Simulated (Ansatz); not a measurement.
A geometry of CsSnI$_{3}$ away from equilibrium: step 17 of the relaxation of a randomly generated symmetric cell of CsSnI3 (space group No. 161). Method: PBE (plane waves to 420 eV, PAW, scalar-relativistic; Ansatz, a quantum-chemistry and plane-wave program). Γ-centred k-mesh 3×3×3 on the run's cell (coarser than for final values), Fermi–Dirac smearing 0.05 eV.

```xyz
10
Lattice="5.9051 3.4093 4.3945 -5.9051 3.4093 4.3945 0.0000 -6.8186 4.3945" Properties=species:S:1:pos:R:3:forces:R:3 pbc="T T T" free_energy=-68474.544 pressure_GPa=2.2
Cs     0.0000     0.0000     4.2710    0.0000    0.0000   -0.0023
Cs     0.0000     0.0000    10.8628    0.0000    0.0000   -0.0023
I     -0.0024    -2.6944     6.5888    0.0001    0.0077    0.0012
I      2.3346     1.3451     6.5888   -0.0067   -0.0038    0.0012
I     -2.3322     1.3493     6.5888    0.0067   -0.0039    0.0012
I     -3.5729    -2.0601     8.7860   -0.0067   -0.0039    0.0012
I      0.0024     4.1242     8.7860   -0.0001    0.0077    0.0012
I      3.5705    -2.0642     8.7860    0.0067   -0.0038    0.0012
Sn     0.0000     0.0000     1.0756    0.0000    0.0000   -0.0012
Sn     0.0000     0.0000     7.6674    0.0000    0.0000   -0.0012
```

Positions in Å, forces in eV/Å, free energy of the cell in eV (comparable only within this code, potentials and settings). Largest force: 0.01 eV/Å, on I3, I4, I5, I6, I7, I8 (atoms numbered as listed); the geometry lies 0.35 eV/atom above the end of its relaxation.

No spin polarisation in the result.

The run could not lose the symmetry of its start, so the end can be a saddle point.

The end of the path is a generated cell of CsSnI3: the first start was made by a random draw of sites in a space group, and the end was not matched to a known phase here, so it may be hypothetical. Known forms of CsSnI3 include space group No. 62, 221.
